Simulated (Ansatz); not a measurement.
# Density of states of PbF2

```cif
data_structure
_symmetry_space_group_name_H-M 'Fm-3m'
_symmetry_Int_Tables_number 225
_cell_length_a 5.9397
_cell_length_b 5.9397
_cell_length_c 5.9397
_cell_angle_alpha 90.000
_cell_angle_beta 90.000
_cell_angle_gamma 90.000
_cell_volume 209.55
loop_
_atom_site_label
_atom_site_type_symbol
_atom_site_symmetry_multiplicity
_atom_site_Wyckoff_symbol
_atom_site_fract_x
_atom_site_fract_y
_atom_site_fract_z
_atom_site_occupancy
Pb1 Pb 4 a 0.00000 0.00000 0.00000 1
F1 F 8 c 0.25000 0.75000 0.75000 1
```

The runs use the primitive cell with vectors (0.000, 2.970, 2.970), (2.970, 0.000, 2.970), (2.970, 2.970, 0.000) Å, to which the k mesh refers.

The cell is COD entry 9014557, as deposited and not checked against the literature; nothing was relaxed.

Spin–orbit coupling is left out, though it moves levels of the heavy atoms by tenths of an eV or more.

Computed with Ansatz 0.2.0, DFT, PBE, all-electron LAPW, scalar-relativistic.

Numerical set-up: a Γ-centred 7×7×7 k mesh, Fermi–Dirac smearing of 0.03 eV, basis error target 0.5 meV/atom, no spin polarisation.

Q: Which of the resolved shells contributes most in the top eV of the valence band?

A: F 2p, with 69 % of all states there; Pb 6s follows with 29 %.

Q: Tabulate the density of states.

A: States per eV and cell, averaged over 0.6 eV, from -6.3 to 5.5 eV, with energies (bin centres) from the valence-band top; empty bins are left out. The partial columns, the largest 4 alone, are projections on Löwdin-orthogonalised atomic shells (those that the program's projection atoms carry: the occupied ones and, for some elements, an empty d or f shell; other empty shells have no column), summed over atoms of an element. Weights on diffuse s and p shells depend on that basis and aren't pure angular character.
```
E (eV)  total  F 2p  Pb 6p  Pb 6s  F 2s
  -6.1   2.43  0.81   0.01   1.58  0.03
  -5.5   0.76  0.20   0.01   0.53  0.03
  -4.9   0.15  0.02   0.00   0.11  0.01
  -3.7   0.69  0.56   0.12   0.00  0.00
  -3.1   4.38  3.70   0.62   0.00  0.02
  -2.5   3.76  3.39   0.32   0.00  0.01
  -1.9   6.03  5.87   0.09   0.01  0.01
  -1.3   2.01  1.96   0.01   0.02  0.00
  -0.7   0.61  0.45   0.01   0.13  0.01
  -0.1   2.52  1.69   0.01   0.79  0.01
   4.7   0.33  0.01   0.28   0.01  0.03
   5.3   2.49  0.28   1.93   0.06  0.16
```
